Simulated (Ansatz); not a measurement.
Starting cell, PtS₂ (CdI2 type):

```xyz
3
Lattice="3.5837 0.0000 0.0000 -1.7918 3.1035 0.0000 0.0000 0.0000 4.6560" Properties=species:S:1:pos:R:3 pbc="T T T"
Pt     0.0000     0.0000     0.0000
S      1.7918     1.0345     1.2061
S      0.0000     2.0690     3.4500
```

In each cell atom 2 (S, nearest neighbour Pt at 2.395 Å; its periodic images, 3.6 Å or more away, move with it) moves by s·(-0.748, -0.432, -0.504) (towards the nearest neighbour), the rest being held.

These are PBE-D3(BJ) (plane waves to 420 eV, PAW, scalar-relativistic; Ansatz, a quantum-chemistry and plane-wave program) values and carry that method's errors. k mesh 12×12×8 (Γ-centred), Fermi-Dirac smearing 0.05 eV. E stands for the smeared free energy. With partly filled bands, energies and forces of such displacements shift with the k mesh and the smearing. At this level the bands of PtS2 touch or barely overlap; measurements give the solid a gap. PtS2 is run without spin polarisation. PtS2 was relaxed with its symmetry unable to fall. Spin-orbit coupling is left out, though Pt is heavy. The PAW data are Ansatz's earlier set. ΔE is measured from the undisplaced structure.

The scan covers s from -0.480 to 0.480 Å in 11 points.

Q: Is the energy the same for displacements of ±0.480 Å, and if not, which side lies higher?

A: Not even: the positive side lies higher at ±0.480 Å. With its periodic images moving along, the atom's site symmetry in this cell is 3m..

Q: What is the energy change at s = 0.480 Å?

A: 2160 meV/cell.

Q: What force acts on the atom along the line at s = -0.480 Å?

A: 1.33 eV/Å.

Q: What is the force constant k = d²E/ds² of this move at s = 0?

A: 9.63 eV/Å².

(For displaced atoms, the force is minus the slope of the energy, and its curvature is a force constant, which sets phonon frequencies.)
